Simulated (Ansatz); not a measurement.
ReSe$_{2}$ (rutile, P4_2/mnm), plane-wave PAW PBE (Ansatz code), all energies at zero smearing, with the estimated change up to a 700 eV cutoff added, with one set of potentials and settings (totals compare only within such a set). Cell of 6 atoms (2 Re, 4 Se): -43612.012 eV.

| element | reference phase | E (eV/atom) |
|---|---|---|
| Re | P6_3/mmc, 2 atoms in the cell | -10868.0812 |
| Se | P3_121, 3 atoms in the cell | -5469.0798 |

Formation energy per atom, worked out: (-43612.012 − 2×(-10868.0812) − 4×(-5469.0798))/6 = 0.078 eV/atom (8 kJ per mol of atoms), at 0 K, without zero-point energy or fitted corrections.

The cell is a constructed one: a structure type filled with these elements; neither database checked (COD, Materials Project) lists it. COD files the formula under space group No. 2, so this cell is another polymorph or a model. Its standing as an ambient phase is unchecked. The cell was relaxed with PBE under the symmetry of its start; its stability against distortions is not shown here. The run is not spin-polarised. The references are the lowest solids computed at this level, not always the standard phases. Scalar-relativistic: spin–orbit coupling is off unless named, which matters more the heavier the elements.

Potentials: the later of the program's two PAW sets.
